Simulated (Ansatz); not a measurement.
# Does relaxation matter for the field gradients of Cs2HgSe2?

Start: a measured structure from the Crystallography Open Database (COD), atoms as given.

Space group Pbam (No. 55); a = 8.1849, b = 10.3302, c = 4.7112 Å.

| site | Wyckoff | site symmetry | x | y | z |
| --- | --- | --- | --- | --- | --- |
| Cs | 4h | ..m | 0.3922 | 0.8331 | 0.5000 |
| Hg | 2a | ..2/m | 0.5000 | 0.5000 | 0.0000 |
| Se | 4g | ..m | 0.2303 | 0.5945 | 0.0000 |

One atom of each set is listed.

All values are calculated (Ansatz; DFT, PBE, plane waves and PAW, scalar-relativistic, 420 eV cutoff, Γ-centred 4×3×6 k-points, Fermi–Dirac smearing 0.02 eV), not measured.

The largest force at the start is 0.40 eV/Å. Relaxing the ions at fixed cell moves them by 0.034 Å at most (atom 8, Se) and 0.024 Å rms. End positions:

Cs (0.3901, 0.8330, 0.5000)
Hg (0.5000, 0.5000, 0.0000)
Se (0.2264, 0.5956, 0.0000)

```
site  moved (Å)                        first shell before                         first shell after  V_zz before (10²¹ V/m²)  η before
  Cs      0.017  6 Se at 3.66–3.72 Å; also 1 Cs at 3.87 Å  6 Se at 3.65–3.72 Å; also 1 Cs at 3.89 Å                     6.99      0.33
  Hg      0.000                2 Se at 2.41 Å, angle 180°                2 Se at 2.45 Å, angle 180°                    -66.6      0.02
  Se      0.034                            1 Hg at 2.41 Å                            1 Hg at 2.45 Å                     34.6      0.02
```

(1) How do the gradients change?

Answers

(1) 

| site | V_zz after | η after | change of V_zz |
| --- | --- | --- | --- |
| Cs | 7.24 | 0.30 | +0.25 |
| Hg | -63.6 | 0.02 | +3.01 |
| Se | 36.6 | 0.02 | +2.01 |

The largest change of V_zz is on Hg, from -66.6 to -63.6. In per cent, |V_zz| changes by +4 on Cs, -5 on Hg, +6 on Se (all sites that start above 0.5).

Spin–orbit coupling is left out, which shifts gradients on Hg by a few per cent, and by more where contributions nearly cancel.
